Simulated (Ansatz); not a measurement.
Values for one crystal, relaxed and computed with DFT-PBE in the program Ansatz with PAW potentials; other levels are named.

| Item | Value |
|---|---|
| Volume per atom | 10.10 Å³ |
| Electronic character | metallic (no gap) |
| Pressure derivative B′ | 4.4 |
| Formation energy from the elements (no fitted shifts) | 0.22 eV/atom |
| Gap with spin–orbit coupling | none (metallic) |
| Density of states at the Fermi level | 0.41 states/eV per atom (mean over ±0.08 eV) |
| Bulk modulus (Birch–Murnaghan fit) | 409 GPa |

### Question
Pick the material that matches.
A) Re2B, P4/nmm (Re on 2a, Re on 2c, B on 2c)
B) SnC, CsCl type
C) MoP, P-6m2 (Mo on 1a, P on 1d)
D) ReC, P-6m2 (Re on 1a, C on 1f)

### Answer
D, ReC, P-6m2 (Re on 1a, C on 1f)

The cell is a constructed one: a structure type filled with these elements; the Crystallography Open Database copy checked does not list it. Its standing as an ambient phase is unchecked. The cell was relaxed with PBE under the symmetry of its start; whether a distortion lowers the energy is not shown. The run is not spin-polarised. The volume moved by 18 % from the start of the relaxation. Its formation energy is positive at this level, so the cell may be metastable or incomplete. The references are the lowest solids computed at this level, not always the standard phases. Scalar-relativistic: spin–orbit coupling is off unless named, which matters more the heavier the elements.

Potentials: the earlier of the program's two PAW sets.
